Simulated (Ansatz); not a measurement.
Ti2B in space group R-3m (No. 166; Ti on 6c, B on 3a) under volume change, DFT-r²SCAN+D4 in the program Ansatz with PAW potentials, shape and atoms relaxed at each volume.

```json
[
 {"V (Å³/atom)": "12.849", "E − E(relaxed) (meV/atom)": "51.5", "P (GPa)": "14.03"},
 {"V (Å³/atom)": "13.272", "E − E(relaxed) (meV/atom)": "21.7", "P (GPa)": "8.63"},
 {"V (Å³/atom)": "13.696", "E − E(relaxed) (meV/atom)": "5.1", "P (GPa)": "3.98"},
 {"V (Å³/atom)": "14.119", "E − E(relaxed) (meV/atom)": "0.0", "P (GPa)": "0.01"},
 {"V (Å³/atom)": "14.543", "E − E(relaxed) (meV/atom)": "4.5", "P (GPa)": "-3.32"},
 {"V (Å³/atom)": "14.966", "E − E(relaxed) (meV/atom)": "16.8", "P (GPa)": "-5.85"},
 {"V (Å³/atom)": "15.390", "E − E(relaxed) (meV/atom)": "34.9", "P (GPa)": "-7.95"}
]
```

### Question
What does a third-order Birch–Murnaghan fit give for V₀, B₀ and B′?

### Answer
V₀ = 14.12 Å³/atom, B₀ = 117 GPa, B′ = 5.2.

The start of the workflow was typed in or built on a structure type; neither database checked (COD, Materials Project) lists it. Whether it is the stable phase at ambient conditions was not checked. Symmetry was held in the r²SCAN+D4 relaxation; whether a distortion lowers the energy is not shown. No spin polarisation was allowed. The volume moved by -26 % from the start of the relaxation.

Potentials: the earlier of the program's two PAW sets. The files were generated under PBE; for other functionals the program regenerates the frozen cores, and for LDA and PBEsol the local potential too.
